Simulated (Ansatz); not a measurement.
Relaxed-ion elastic tensor of SnS2 in space group I-42d (No. 122; Sn on 4a, S on 8d) in GPa (Voigt order), the program Ansatz at the PBEsol level (PAW); density 3.65 g/cm³, 27.74 Å³ per atom.

```csv
,1,2,3,4,5,6
1,22.6,0.6,16.5,0.0,0.0,0.0
2,0.6,22.6,16.5,0.0,0.0,0.0
3,16.5,16.5,28.5,0.0,0.0,0.0
4,0.0,0.0,0.0,14.4,0.0,0.0
5,0.0,0.0,0.0,0.0,14.4,0.0
6,0.0,0.0,0.0,0.0,0.0,6.3
```

Q: Is the crystal mechanically stable?

A: Yes: the smallest eigenvalue of C is 2.4 GPa.

Q: Work out the Voigt, Reuss and Hill averages.

A: K_V = 15.6, K_R = 8.3, K_H = 11.9; G_V = 9.7, G_R = 4.2, G_H = 6.9 GPa.

Q: Give Young's modulus, Poisson's ratio, Pugh's ratio and the universal anisotropy index.

A: E = 9KG/(3K + G) = 17.5 GPa; ν = 0.26; K/G = 1.72 (near the Pugh limit of 1.75, no verdict); A_U = 5G_V/G_R + K_V/K_R − 6 = 7.38.

Q: Estimate the sound speeds and the Debye temperature.

A: v_l = √((K + 4G/3)/ρ) = 2410 m/s, v_t = √(G/ρ) = 1380 m/s, mean 1530 m/s; Θ = (h/k)(3n/4πV)^(1/3) v_m = 151 K.

Q: How much does each axis shrink under pressure?

A: Linear compressibilities β_i = Σ_j S_ij (j = 1 to 3): x 100, y 100, z -83 per TPa.

The workflow started from a Materials Project entry (that database holds measured and hypothetical structures alike); the Crystallography Open Database copy checked does not list it. It is not the phase usual at ambient conditions (space group No. 164). The cell was relaxed with PBEsol under the symmetry of its start; whether a distortion lowers the energy is not shown. Spin–orbit coupling is left out wherever it is not named.

Potentials: the later of the program's two PAW sets.
